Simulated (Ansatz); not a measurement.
Generalised stacking fault of KI (rock salt) on the {110} plane. The cell below holds the perfect crystal with the plane normal along z; tilting its third vector by the shift puts one fault into each cell, between planes 2.54 Å apart, at fixed cell height.

```
CELL_PARAMETERS angstrom
      5.07792     0.00000     0.00000
      0.00000     7.18126     0.00000
      2.53896     3.59063     7.61688
ATOMIC_POSITIONS crystal
  I  0.00000 0.00000 0.83333
  I  0.33333 0.33333 0.16667
  I  0.66667 0.66667 0.50000
  K  0.00000 0.50000 0.83333
  K  0.33333 0.83333 0.16667
  K  0.66667 0.16667 0.50000
```

In-plane vectors a = (5.078, 0.000) Å, b = (0.000, 7.181) Å, area 36.47 Å². The shift is s times the vector b (length 7.181 Å), so s = 1 restores the start. The shift is rigid: no atom relaxes. γ = [E(shift) − E(0)] / area.

Level of theory: PBE (plane waves to 420 eV, PAW, scalar-relativistic; Ansatz, a program for electronic structure). k mesh 6×6×6 (Γ-centred), Fermi-Dirac smearing 0.05 eV. Energies are extrapolated to zero smearing. Faults lie only 7.6 Å apart, and holding the cell height and the atoms raises γ above its relaxed value. KI was relaxed with its symmetry unable to fall. Spin-orbit coupling is left out, though I is heavy. The relaxed volume of KI is well above the measured one; the method has no dispersion term. γ is measured from zero shift.

| s | γ (mJ/m²) |
|---|---|
| 0.000 | 0 |
| 0.083 | 31 |
| 0.167 | withheld |
| 0.250 | 324 |
| 0.333 | 570 |
| 0.417 | 794 |
| 0.500 | 889 |
| 0.583 | 794 |
| 0.667 | 570 |
| 0.750 | 324 |
| 0.833 | withheld |
| 0.917 | 31 |

### Question
Fit a Fourier form (three harmonics of 1 − cos and sin) to the given rows and predict γ at s = 0.833.

### Answer
Least squares on the 10 given rows: γ = (440.3)·[1 − cos(2πs)] + (-60.2)·[1 − cos(4πs)] + (3.4)·[1 − cos(6πs)], in mJ/m²; root-mean-square residual 0.9 mJ/m². At 0.833 the fit gives 137 mJ/m²; the calculation gives 136 mJ/m², so the interpolation is off by 1 (+0.7 %). 

(The slope of γ gives the shear force per area between the displaced halves; near zero shift its curvature is an elastic stiffness.)
